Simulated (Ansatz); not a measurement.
ZnAu (CsCl type)

```yaml
crystal:
  lattice:
    - [6.37355, 0.00000, 0.00000]
    - [0.00000, 3.18677, 0.00000]
    - [0.00000, 0.00000, 3.18677]
  atoms:
    - { symbol: Zn, position: [0.25000, 0.50000, 0.50000] }
    - { symbol: Zn, position: [0.75000, 0.50000, 0.50000] }
    - { symbol: Au, position: [0.00000, 0.00000, 0.00000] }
    - { symbol: Au, position: [0.50000, 0.00000, 0.00000] }
```

The atoms are displaced by Q × the pattern below (from a DFPT mode at X = (0.5, 0.0, 0.0), largest move 1; Q in Å), at fixed cell. It is one choice among 2 degenerate patterns. (q is in reciprocal vectors of the primitive cell; the cell shown is doubled to hold the pattern.)

```
atom      x      y       z
----  -----  -----  ------
Au3   0.000  0.000  -1.000
Au4   0.000  0.000   1.000
```

Atoms not listed stay in place.

The numbers are results of PBE (plane waves to 420 eV, PAW, scalar-relativistic; Ansatz, an electronic-structure program), not measurements. k mesh 8×15×15 (Γ-centred), Fermi-Dirac smearing 0.05 eV. The energy includes the smearing's −TS. With partly filled bands, energies and forces of such displacements shift with the k mesh and the smearing. Spin-orbit coupling is left out, though Au is heavy. ZnAu was relaxed with its symmetry unable to fall. The zero of ΔE is the undisplaced structure.

**Question.** Give the computed ΔE (meV/cell) at Q (Å) = -0.083, -0.067, -0.050, -0.033, -0.017, 0.033, 0.067, 0.100.

**Answer.** 
```json
[
 {"Q (Å)": "-0.083", "ΔE (meV/cell)": "12.5"},
 {"Q (Å)": "-0.067", "ΔE (meV/cell)": "7.9"},
 {"Q (Å)": "-0.050", "ΔE (meV/cell)": "4.5"},
 {"Q (Å)": "-0.033", "ΔE (meV/cell)": "2.0"},
 {"Q (Å)": "-0.017", "ΔE (meV/cell)": "0.5"},
 {"Q (Å)": "0.033", "ΔE (meV/cell)": "2.0"},
 {"Q (Å)": "0.067", "ΔE (meV/cell)": "7.9"},
 {"Q (Å)": "0.100", "ΔE (meV/cell)": "18.1"}
]
```

(A displaced cell: forces are minus the slopes of the energy, force constants its curvatures, and phonons follow from these.)
